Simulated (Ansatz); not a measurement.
Here is an unrelaxed guess for Hf3Si2W.

```xyz
6
Lattice="-2.7070 2.7070 2.3137 2.7070 -2.7070 2.3137 2.7070 2.7070 -2.3137" Properties=species:S:1:pos:R:3 pbc="T T T"
Hf    0.0000    2.7070    0.0000
Hf    2.7070    0.0000    0.0000
Hf    0.0000    0.0000    2.3137
Si    0.0000    2.7070    1.1569
Si    2.7070    0.0000    1.1569
W     0.0000    0.0000    0.0000
```

All numbers below come from DFT PBE, scalar-relativistic, plane waves, PAW (Ansatz 0.2.0). Plane waves to 420 eV, a k mesh through Γ of 6×6×6 on the computed 6-atom cell and Gaussian smearing (0.10 eV); no spin polarisation.

Formation energies are uncorrected and refer to the elements' standard structures at the same level.

Problem. What does a single point on this coarse mesh give?

Solution. The pressure is 908.8 GPa (the mean over three directions, positive in compression), the largest force is 0.00 eV/Å (symmetry fixes the atoms), and the energy is +40.78 eV/atom against the elements. The shortest distance is 1.16 Å.

Problem. Is it a good guess?

Solution. A poor one: relaxing gains about 39.4 eV/atom (the start's value is from the coarse mesh, so the gain is rough) in 37 ionic steps and ends at +1.41 eV/atom on the finer mesh. The symmetry stays I4/mmm (No. 139). The volume per atom grows by 122.5 %, from 11.3 to 25.2 Å³. The shortest distance goes from 1.16 Å (Hf–Si) to 2.56 Å (Hf–Si). The ratio c/a of the conventional cell changes by a factor of 2.20. Conventional cell: a = 5.432 Å, c = 10.231 Å. Hf on a site of symmetry mmm is surrounded by 2 Si at 2.56 Å, 2 Hf at 2.72 Å, 2 W at 2.72 Å and 4 Hf at 3.84 Å; Si has 2 Hf at 2.56 Å; W has 4 Hf at 2.72 Å; 1 more site not described.

The last run used a 10×10×10 mesh for its 6-atom cell and Gaussian smearing of 0.10 eV. These runs have no spin–orbit coupling, which can matter for Hf and W. The relaxation can't lower the symmetry of the start, and the grade says only how near the guess is to its own end. A structure relaxed within its symmetry needn't be a true minimum. Another cell of Hf3Si2W relaxed alike, in P-4m2, lies 1.98 eV/atom lower, so this cell isn't the stable form at this level.
